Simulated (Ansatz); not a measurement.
## Trial structures of ScAs₄: starts and ends

These are results of DFT PBE, scalar-relativistic, plane waves, PAW in Ansatz 0.2.0, not measurements. Settings: cutoff 420 eV, Γ-centred meshes spaced at most about 0.3 Å⁻¹, and about 0.25 Å⁻¹ or finer for metals (2π included), Gaussian smearing. No spin polarisation in the final relaxations.

Each guess was relaxed in cell and atoms at zero pressure, within the symmetry of its start. All energies are static (0 K, no zero-point motion). Coordination counts As atoms around Sc (those within 1.25 times the shortest such distance or 1.15 times the sum of covalent radii, 1.27 where that leaves under three).

| guess | made from | start group | V start (Å³/atom) | end group | V end (Å³/atom) | coordination at the end | gap on mesh (eV) | E over the lowest end (meV/atom) |
| --- | --- | --- | --- | --- | --- | --- | --- | --- |
| 1 | VAu4 type | I4/m | 20.5 | I4/m | 20.0 | Sc 12 | 0 | 0 |
| 2 | random cell | Cmmm | 27.8 | Cmmm | 21.6 | Sc 8 | 0 | 116 |
| 3 | random cell | I4/mmm | 24.2 | ? | ? | ? | ? | ? |
| 4 | random cell | P6/mmm | 14.2 | P6/mmm | 27.6 | Sc 8 | 0 | 468 |

Guess 3 as it starts:

```cif
data_structure
_symmetry_space_group_name_H-M 'P 1'
_symmetry_Int_Tables_number 1
_cell_length_a 5.5777
_cell_length_b 5.5777
_cell_length_c 5.5777
_cell_angle_alpha 100.524
_cell_angle_beta 100.524
_cell_angle_gamma 129.399
_cell_volume 121.23
loop_
_atom_site_label
_atom_site_type_symbol
_atom_site_fract_x
_atom_site_fract_y
_atom_site_fract_z
_atom_site_occupancy
Sc1 Sc 0.50000 0.50000 0.00000 1
As1 As 0.50000 0.83256 0.33256 1
As2 As 0.50000 0.16744 0.66744 1
As3 As 0.83256 0.50000 0.33256 1
As4 As 0.16744 0.50000 0.66744 1
```

Question: Fill in the missing row: what does this guess relax into, and where does it rank?

Answer: It ends in space group I4/mmm (No. 139), with a = 8.527 Å, c = 3.240 Å, 23.6 Å³/atom and no gap. It lies 0.54 eV/atom over the lowest end, above guess 4 and so the highest of the set. Counting As atoms around Sc, this end has Sc 4 and the lowest (guess 1) has Sc 12. The lowest (guess 1) holds As–As chains (shortest 2.52 Å); in this end the shortest As–As distance is 2.74 Å, near bonding range too.

```cif
data_structure
_symmetry_space_group_name_H-M 'P 1'
_symmetry_Int_Tables_number 1
_cell_length_a 6.2436
_cell_length_b 6.2436
_cell_length_c 6.2436
_cell_angle_alpha 93.861
_cell_angle_beta 93.861
_cell_angle_gamma 149.921
_cell_volume 117.81
loop_
_atom_site_label
_atom_site_type_symbol
_atom_site_fract_x
_atom_site_fract_y
_atom_site_fract_z
_atom_site_occupancy
Sc1 Sc 0.50000 0.50000 0.00000 1
As1 As 0.50000 0.81722 0.31722 1
As2 As 0.50000 0.18278 0.68278 1
As3 As 0.81722 0.50000 0.31722 1
As4 As 0.18278 0.50000 0.68278 1
```

The zero of energy is the elements' standard structures at the same level; no fitted shifts are applied.

Question: Is the lowest end bound against the elements?

Answer: Yes: its formation energy is −0.33 eV/atom. A negative formation energy is needed for stability but isn't enough: competing phases decide.

A magnetic state wasn't ruled out in cells without spin, among them I4/mmm. The reference form of As is held partly by dispersion forces, which this level lacks. Cells relaxed within their symmetry can be saddle points. A lower structure may well exist outside this small set. Some structure types and database cells were kept out of the candidates from the start, so a known form may be missing.
